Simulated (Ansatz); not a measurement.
Input file for Ansatz (a quantum-chemistry and plane-wave program):

Ansatz 0.2 input:
```yaml
crystal:
  lattice:
    - [0.0, 2.2853755395, 2.2853755395]
    - [2.2853755395, 0.0, 2.2853755395]
    - [2.2853755395, 2.2853755395, 0.0]
  atoms:
    - { symbol: B, position: [0.0, 0.0, 0.0] }
    - { symbol: As, position: [0.5, 0.5, 0.5] }
kpoints:
  mp_grid: { grid: [32, 32, 32] }
hamiltonian:
  xc: pbesol
  pseudopotentials: { azcp: { folder: ./paw }, kind: paw }
scf:
  occupations: { method: fermi_dirac, width: 0.1 }
elastic: { mode: relaxed_ion, stencil: two_point, amplitude: 0.005, f_tol: 0.0005 }
```

Output (shortened):

```
Pseudopotential: B, paw, valence charge 3
Pseudopotential: As, paw, valence charge 15
Functional definition: PBEsol
Crystal: 2 atoms, lattice volume = 23.873 Å³
Basis set: ecut = 420 eV, 459 PW (Γ), exchange–correlation on 48×48×48 points (8 copies of the dense FFT grid, shifted against one another)
Bands: 13, of which v1, the nominal top of the filled ones, is band 9 counted from 1 (8 counted from 0)
Symmetry: 48 space group operations
Space group: Fm-3m (ITA 225), of the structure as read, at distance tolerance 2.9e-5 Å
k-points: 897 of 32768
SCF iter   1: F=—  HF=-4964.317379 eV  |F-HF|=—  |Δ(HF+E_count)|=         —  Δρ=4.87e-2  dr2=7.54e-1  ethr=3.10e-3  ⟨swp⟩=5.1  Hψ=59738  notcnv=0
preconditioner: auto → none
SCF iter   2: F=—  HF=-4964.148389 eV  |F-HF|=—  |Δ(HF+E_count)|=   1.69e-1  Δρ=2.36e-2  dr2=1.61e-1  ethr=3.10e-3  ⟨swp⟩=2.0  Hψ=22049  notcnv=0
SCF iter   3: F=—  HF=-4964.106758 eV  |F-HF|=—  |Δ(HF+E_count)|=   4.16e-2  Δρ=3.38e-3  dr2=2.15e-3  ethr=8.92e-4  ⟨swp⟩=2.8  Hψ=22202  notcnv=0
SCF iter   4: F=—  HF=-4964.105605 eV  |F-HF|=—  |Δ(HF+E_count)|=   1.15e-3  Δρ=9.90e-4  dr2=1.66e-4  ethr=1.19e-5  ⟨swp⟩=2.0  Hψ=22437  notcnv=0
SCF iter   5: F=—  HF=-4964.105717 eV  |F-HF|=—  |Δ(HF+E_count)|=   1.11e-4  Δρ=7.82e-5  dr2=5.35e-7  ethr=9.22e-7  ⟨swp⟩=2.2  Hψ=19594  notcnv=0
SCF iter   6: F=—  HF=-4964.105718 eV  |F-HF|=—  |Δ(HF+E_count)|=   1.56e-6  Δρ=1.18e-5  dr2=1.43e-8  ethr=2.97e-9  ⟨swp⟩=2.0  Hψ=19962  notcnv=0
SCF iter   7: F=—  HF=-4964.105718 eV  |F-HF|=—  |Δ(HF+E_count)|=   1.94e-9  Δρ=4.34e-7  dr2=5.55e-11  ethr=7.96e-11  ⟨swp⟩=2.0  Hψ=19755  notcnv=0
SCF iter   8: F=—  HF=-4964.105718 eV  |F-HF|=—  |Δ(HF+E_count)|=  1.18e-11  Δρ=3.80e-8  dr2=1.56e-13  ethr=3.08e-13 (applied; sched 1.00e-12)  ⟨swp⟩=2.5  Hψ=17775  notcnv=0
SCF iter   9: F=-4964.105718 eV  HF=-4964.105718 eV  |F-HF|=9.09e-13  |Δ(HF+E_count)|=    0.00e0  Δρ=2.74e-9  dr2=1.84e-15  ethr=1.00e-12  ⟨swp⟩=4.0  Hψ=37140  notcnv=0
SCF 1 converged in 9 iterations: F = -4964.105718 eV  dr2 = 1.84e-15
Crystal: 2 atoms, lattice volume = 23.753 Å³
Symmetry: 16 space group operations
k-points: 2393 of 32768
iter 1 solved again at ethr=1.02e-6 eV; its pass at ethr=3.10e-3 eV (dr2=1.84e-4 eV) is discarded
SCF iter   1: F=—  HF=-4964.105496 eV  |F-HF|=—  |Δ(HF+E_count)|=         —  Δρ=8.75e-4  dr2=2.03e-4  ethr=1.02e-6  ⟨swp⟩=2.1  Hψ=201761  notcnv=0
preconditioner: auto → none
SCF iter   2: F=—  HF=-4964.105435 eV  |F-HF|=—  |Δ(HF+E_count)|=   6.11e-5  Δρ=2.75e-4  dr2=1.54e-5  ethr=1.02e-6  ⟨swp⟩=2.0  Hψ=38265  notcnv=0
SCF iter   3: F=—  HF=-4964.105433 eV  |F-HF|=—  |Δ(HF+E_count)|=   2.71e-6  Δρ=1.06e-4  dr2=1.94e-6  ethr=8.54e-8  ⟨swp⟩=2.8  Hψ=53125  notcnv=0
SCF iter   4: F=—  HF=-4964.105432 eV  |F-HF|=—  |Δ(HF+E_count)|=   3.77e-7  Δρ=1.82e-5  dr2=4.98e-8  ethr=1.08e-8  ⟨swp⟩=2.6  Hψ=42045  notcnv=0
SCF iter   5: F=—  HF=-4964.105432 eV  |F-HF|=—  |Δ(HF+E_count)|=   8.79e-9  Δρ=4.10e-6  dr2=2.21e-9  ethr=2.77e-10  ⟨swp⟩=2.6  Hψ=53598  notcnv=0
SCF iter   6: F=—  HF=-4964.105432 eV  |F-HF|=—  |Δ(HF+E_count)|=   1.05e-9  Δρ=7.11e-7  dr2=2.68e-11  ethr=1.23e-11  ⟨swp⟩=2.9  Hψ=53495  notcnv=0
SCF iter   7: F=-4964.105432 eV  HF=-4964.105432 eV  |F-HF|=9.09e-13  |Δ(HF+E_count)|=  8.19e-12  Δρ=1.50e-8  dr2=5.75e-14  ethr=1.00e-12  ⟨swp⟩=3.6  Hψ=124259  notcnv=0
SCF 2 converged in 7 iterations: F = -4964.105432 eV  dr2 = 5.75e-14
Crystal: 2 atoms, lattice volume = 23.992 Å³
iter 1 solved again at ethr=4.45e-10 eV; its pass at ethr=3.10e-3 eV (dr2=8.01e-8 eV) is discarded
SCF iter   1: F=—  HF=-4964.105148 eV  |F-HF|=—  |Δ(HF+E_count)|=         —  Δρ=2.20e-5  dr2=8.55e-8  ethr=4.45e-10  ⟨swp⟩=2.0  Hψ=201021  notcnv=0
preconditioner: auto → none
SCF iter   2: F=—  HF=-4964.105149 eV  |F-HF|=—  |Δ(HF+E_count)|=   1.42e-6  Δρ=8.50e-6  dr2=4.28e-9  ethr=4.45e-10  ⟨swp⟩=2.0  Hψ=39118  notcnv=0
SCF iter   3: F=—  HF=-4964.105149 eV  |F-HF|=—  |Δ(HF+E_count)|=   6.06e-9  Δρ=4.89e-6  dr2=3.63e-10  ethr=2.38e-11  ⟨swp⟩=2.2  Hψ=51488  notcnv=0
SCF iter   4: F=—  HF=-4964.105149 eV  |F-HF|=—  |Δ(HF+E_count)|=   4.45e-9  Δρ=1.16e-6  dr2=2.09e-11  ethr=2.02e-12  ⟨swp⟩=2.5  Hψ=49161  notcnv=0
SCF iter   5: F=—  HF=-4964.105149 eV  |F-HF|=—  |Δ(HF+E_count)|=  2.66e-10  Δρ=1.19e-7  dr2=5.97e-13  ethr=1.16e-13 (applied; sched 1.00e-12)  ⟨swp⟩=2.0  Hψ=50439  notcnv=0
SCF iter   6: F=-4964.105149 eV  HF=-4964.105149 eV  |F-HF|=9.09e-13  |Δ(HF+E_count)|=  2.73e-12  Δρ=5.77e-9  dr2=1.59e-15  ethr=1.00e-12  ⟨swp⟩=4.0  Hψ=105550  notcnv=0
SCF 3 converged in 6 iterations: F = -4964.105149 eV  dr2 = 1.59e-15
Crystal: 2 atoms, lattice volume = 23.873 Å³
Symmetry: 8 space group operations
k-points: 4505 of 32768
iter 1 solved again at ethr=3.90e-8 eV; its pass at ethr=3.10e-3 eV (dr2=7.01e-6 eV) is discarded
SCF iter   1: F=—  HF=-4964.105603 eV  |F-HF|=—  |Δ(HF+E_count)|=         —  Δρ=2.17e-4  dr2=5.33e-6  ethr=3.90e-8  ⟨swp⟩=2.0  Hψ=382825  notcnv=0
preconditioner: auto → none
SCF iter   2: F=—  HF=-4964.105605 eV  |F-HF|=—  |Δ(HF+E_count)|=   1.23e-6  Δρ=1.06e-4  dr2=1.18e-6  ethr=2.96e-8  ⟨swp⟩=1.0  Hψ=58565  notcnv=0
SCF iter   3: F=—  HF=-4964.105605 eV  |F-HF|=—  |Δ(HF+E_count)|=   7.97e-8  Δρ=4.24e-6  dr2=1.64e-9  ethr=6.53e-9  ⟨swp⟩=1.0  Hψ=58565  notcnv=0
SCF iter   4: F=—  HF=-4964.105605 eV  |F-HF|=—  |Δ(HF+E_count)|=  6.64e-11  Δρ=5.94e-7  dr2=5.09e-11  ethr=9.13e-12  ⟨swp⟩=2.2  Hψ=79052  notcnv=0
SCF iter   5: F=—  HF=-4964.105605 eV  |F-HF|=—  |Δ(HF+E_count)|=  5.46e-12  Δρ=3.12e-7  dr2=3.43e-11  ethr=2.83e-13 (applied; sched 1.00e-12)  ⟨swp⟩=2.0  Hψ=99610  notcnv=0
SCF iter   6: F=—  HF=-4964.105605 eV  |F-HF|=—  |Δ(HF+E_count)|=  1.36e-11  Δρ=3.49e-8  dr2=1.10e-13  ethr=1.91e-13 (applied; sched 1.00e-12)  ⟨swp⟩=2.6  Hψ=95400  notcnv=0
SCF iter   7: F=-4964.105605 eV  HF=-4964.105605 eV  |F-HF|=1.82e-12  |Δ(HF+E_count)|=  2.73e-12  Δρ=8.38e-9  dr2=4.19e-15  ethr=1.00e-12  ⟨swp⟩=4.0  Hψ=183118  notcnv=0
SCF 4 converged in 7 iterations: F = -4964.105605 eV  dr2 = 4.19e-15
Crystal: 2 atoms, lattice volume = 23.873 Å³
iter 1 solved again at ethr=2.06e-10 eV; its pass at ethr=3.10e-3 eV (dr2=3.71e-8 eV) is discarded
SCF iter   1: F=—  HF=-4964.105603 eV  |F-HF|=—  |Δ(HF+E_count)|=         —  Δρ=1.37e-5  dr2=3.71e-8  ethr=2.06e-10  ⟨swp⟩=2.0  Hψ=372555  notcnv=0
preconditioner: auto → none
SCF iter   2: F=—  HF=-4964.105605 eV  |F-HF|=—  |Δ(HF+E_count)|=   1.41e-6  Δρ=5.14e-6  dr2=4.56e-9  ethr=2.06e-10  ⟨swp⟩=1.1  Hψ=60390  notcnv=0
SCF iter   3: F=—  HF=-4964.105605 eV  |F-HF|=—  |Δ(HF+E_count)|=   1.28e-9  Δρ=8.51e-7  dr2=1.90e-10  ethr=2.53e-11  ⟨swp⟩=2.0  Hψ=73390  notcnv=0
SCF iter   4: F=—  HF=-4964.105605 eV  |F-HF|=—  |Δ(HF+E_count)|=  5.64e-11  Δρ=3.24e-7  dr2=1.44e-11  ethr=1.05e-12  ⟨swp⟩=2.6  Hψ=96836  notcnv=0
SCF iter   5: F=—  HF=-4964.105605 eV  |F-HF|=—  |Δ(HF+E_count)|=  1.82e-12  Δρ=5.08e-8  dr2=3.22e-13  ethr=8.00e-14 (applied; sched 1.00e-12)  ⟨swp⟩=1.7  Hψ=76944  notcnv=0
SCF iter   6: F=-4964.105605 eV  HF=-4964.105605 eV  |F-HF|=0.00e0  |Δ(HF+E_count)|=  9.09e-13  Δρ=6.81e-9  dr2=6.18e-15  ethr=1.00e-12  ⟨swp⟩=3.9  Hψ=177907  notcnv=0
SCF 5 converged in 6 iterations: F = -4964.105605 eV  dr2 = 6.18e-15
SCF converged after 9 iterations
Free energy (F): -4964.105718 eV
Harris-Foulkes:  -4964.105718 eV  (|F-HF|=9.09e-13)
Internal energy: -4964.081197 eV  (E = F + TS)
E sigma→0 (E₀):  -4964.093458 eV
Entropy (-TS):   -0.024521 eV (-12.261 meV/atom)
Fermi energy:    12.767212 eV
--- Per-component energies (eV) ---
  E_band       = -182.265508
  E_kinetic    = 143.377554
  E_local      = -1751.631366  (includes V_loc(G=0)·N_el)
  E_nonlocal   = -381.465414
  E_hartree    = 1018.397352
  E_xc         = -102.308502
  E_vxc        = -111.956151  (∫ρ·V_xc dr)
  E_paw        = -2046.983457  (= ΣΔE_a)
  E_vpaw       = -117.384830  (= ΣTr[D̂ρ^β])
  E_aug_tail   = -0.000004  (compensation charges beyond the density's cutoff)
  E_ewald      = -1844.448500
  E_core_change = 0.981141  (= ΣΔE_core)
  E_smearing   = -0.024521  (= −TS)
  E_closure    = 0.000000  (closes the sum)
  Σ components = -4964.105718   (vs F -4964.105718, Δ=0.00e0)
  [band-id]    e_kinetic+e_local+e_nonlocal+2·e_hartree+e_vxc+e_vpaw+e_augmentation_tail = -182.265508   (vs E_band -182.265508, Δ=4.77e-7)
--- Forces (eV/Å), atoms counted from 1 ---
  atom   1  B      0.00000000     0.00000000     0.00000000
  atom   2  As     0.00000000     0.00000000     0.00000000
  max |Σ_I F_I| component: 0.0 eV/Å
--- Stress (GPa, compression-positive) ---
       -0.203284       0.000000       0.000000
        0.000000      -0.203284       0.000000
        0.000000       0.000000      -0.203284
  P = ⅓ Tr σ = -0.2033 GPa (-2.033 kbar)
--- Band table (eV; the first three rows and the last of 897) ---
  k-point 0: bands = ["-23.3038", "-23.3038", "-23.3038", "-23.3025", "-23.3025", "-3.4506", "12.7383", "12.7383", "12.7383", "16.6160", "20.5905", "20.5905", "20.5905"]
  k-point 1: bands = ["-23.3038", "-23.3037", "-23.3037", "-23.3025", "-23.3025", "-3.4315", "12.5796", "12.7360", "12.7360", "16.7017", "20.4778", "20.4778", "20.5555"]
  k-point 2: bands = ["-23.3037", "-23.3035", "-23.3035", "-23.3025", "-23.3025", "-3.3744", "12.1513", "12.7300", "12.7300", "16.9092", "20.1722", "20.1722", "20.4530"]
  k-point 896: bands = ["-23.3109", "-23.2995", "-23.2976", "-23.2976", "-23.2828", "2.3938", "5.7722", "6.1877", "6.1877", "15.9093", "17.2079", "22.1400", "22.1400"]
--- Elastic constants: 2 strain directions × 2 members + reference (group order 48) ---
  dense FFT box of the reference and of every strained cell: 24×24×24
  strains applied: 11, 23; error gains: componentwise 1.00 (the most a stress slope's error grows in a printed constant), spectral 1.73 (1 for all six strains …
  C = ∂σ_k/∂η_j (tension-positive GPa; Voigt order 11 22 33 23 13 12):
       229.133     97.105     97.105      0.000      0.000      0.000
        97.105    229.133     97.105      0.000      0.000      0.000
        97.105     97.105    229.133      0.000      0.000      0.000
         0.000      0.000      0.000     60.337      0.000      0.000
         0.000      0.000      0.000      0.000     60.337      0.000
         0.000      0.000      0.000      0.000      0.000     60.337
  reference stress σ⁰ (GPa):      0.203      0.203      0.203      0.000      0.000      0.000
  C* (energy form; C + prestress term) asymmetry max|C*_kj − C*_jk| = 5.684e-14 GPa — a small one proves nothing (zero by symmetry where the batch's group is …
  moduli (Voigt/Reuss/Hill, GPa): K = 141.11/141.11/141.11   G = 62.61/62.49/62.55   E = 163.49   ν = 0.307
  mechanically stable: yes (min eigenvalue of sym C = 60.34 GPa)
  where every solve meets its electron count the energy-path curvature estimates C_jj along a normal strain and C_jj − ¼(σ⁰_aa + σ⁰_bb) along a shear (ab), of …
  strain η (Voigt 11):  stress-route row diagonal C_11 = 229.13 GPa, energy-path curvature d²(F+E_count+ΔE)/dδ²/Ω₀ = 228.98 GPa
         δ    σ_11 (GPa)             F (eV)   n_scf  n_hpsi   n_pw
    -5.000e-3      -0.9802       -4964.1054323       7  604586    483   relax 0 steps, max|allowed force component| 0.0 eV/Å
     5.000e-3       1.3111       -4964.1051490       6  534887    491   relax 0 steps, max|allowed force component| 0.0 eV/Å
  strain η (Voigt 23):  stress-route row diagonal C_44 = 60.34 GPa, energy-path curvature d²(F+E_count+ΔE)/dδ²/Ω₀ = 60.19 GPa
         δ    σ_23 (GPa)             F (eV)   n_scf  n_hpsi   n_pw
    -5.000e-3      -0.3017       -4964.1056048       7  1028849    487   relax 0 steps, max|allowed force component| 0.0 eV/Å
     5.000e-3       0.3017       -4964.1056048       6  929776    487   relax 0 steps, max|allowed force component| 0.0 eV/Å
```

Cost: very roughly 5 core-minutes on shared cores.

The start of the workflow was typed in or built on a structure type; neither database checked (COD, Materials Project) lists it. It is not the phase usual at ambient conditions (space group No. 216). Symmetry was held in the PBEsol relaxation. At this level the phase is dynamically unstable (imaginary phonons). Its formation energy is positive at this level, so the cell may be metastable or incomplete. As this level gives no gap, shear constants depend on the k-mesh and smearing (Fermi–Dirac, 0.1 eV here). Scalar-relativistic: spin–orbit coupling is off unless named, which matters more the heavier the elements.

Potentials: the earlier of the program's two PAW sets. The files were generated under PBE; for other functionals the program regenerates the frozen cores, and for LDA and PBEsol the local potential too.

Ansatz is a plane-wave DFT program.
